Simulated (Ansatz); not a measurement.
An axial Ising model for the polytypes of Al

Level of theory: DFT PBEsol, scalar-relativistic, plane waves, PAW in Ansatz 0.2.0.

Cutoff 420 eV, Γ-centred meshes of like density (18×18×7 for the 3-atom cell), Gaussian smearing of 0.10 eV, energies at zero smearing and 0 K, each start's symmetry kept, no spin polarisation.

Close-packed stackings of Al (one atom a layer) were relaxed in cell and atoms, and their energies taken once more on denser meshes. Energies are per layer, over the stacking AB. Give each step between layers a spin, σ = +1 for A→B, B→C, C→A and −1 for the reverse, and write the energy per layer as E = E₀ − J₁⟨σᵢσᵢ₊₁⟩ − J₂⟨σᵢσᵢ₊₂⟩.

| stacking | ⟨σᵢσᵢ₊₁⟩ | ⟨σᵢσᵢ₊₂⟩ | E − E(AB) (meV/layer) |
| --- | --- | --- | --- |
| AB | -1 | 1 | 0 |
| ABC | 1 | 1 | -33.1 |
| ABAC | 0 | -1 | -19.9 |
| ABABCBCAC | -0.333 | -0.333 | -14.0 |
| ABCAC | 0.2 | 0.2 | -21.3 |
| ABABCACACAB | -0.455 | 0.273 | -10.7 |

Problem. Fit J₁ and J₂, and predict the energy of ABCACB.

Solution. Over AB the model reads ΔE = −J₁(⟨σᵢσᵢ₊₁⟩ + 1) − J₂(⟨σᵢσᵢ₊₂⟩ − 1). Least squares on the 5 rows under AB gives J₁ = 16.57 and J₂ = -1.85 meV, with a residual of 0.33 meV rms. For ABCACB the averages are 0.333 and -0.333, so ΔE = -24.6 meV a layer; the calculation gives -25.0. The two couplings carry this family well.

Problem. Which of AB, ABC, ABAC and ABCACB does the model put lowest, and what do isolated faults cost in ABC stacking?

Solution. Over AB the four lie at 0, −2J₁, −J₁ + 2J₂ and (4/3)(J₂ − J₁): AB 0.0, ABC -33.1, ABAC -20.3, ABCACB -24.6 meV a layer, so ABC is lowest. A fault turns some spins; counting the pairs that change sign and dividing by the area of a layer's cell, (√3/2)a² = 6.99 Å² with the cells' mean a = 2.841 Å (1 meV/Å² = 16.02 mJ/m²): intrinsic stacking fault 4(J₁ + J₂) = 58.9 meV, 135 mJ/m²; extrinsic fault 4(J₁ + 2J₂) = 51.4 meV, 118 mJ/m²; twin boundary 2(J₁ + 2J₂) = 25.7 meV, 59 mJ/m². These are model values: no fault cell was computed here.

Small energy differences in metals hang on the k mesh (about 10 mJ/m² or 1 to 2 meV/atom on the mesh of the relaxation).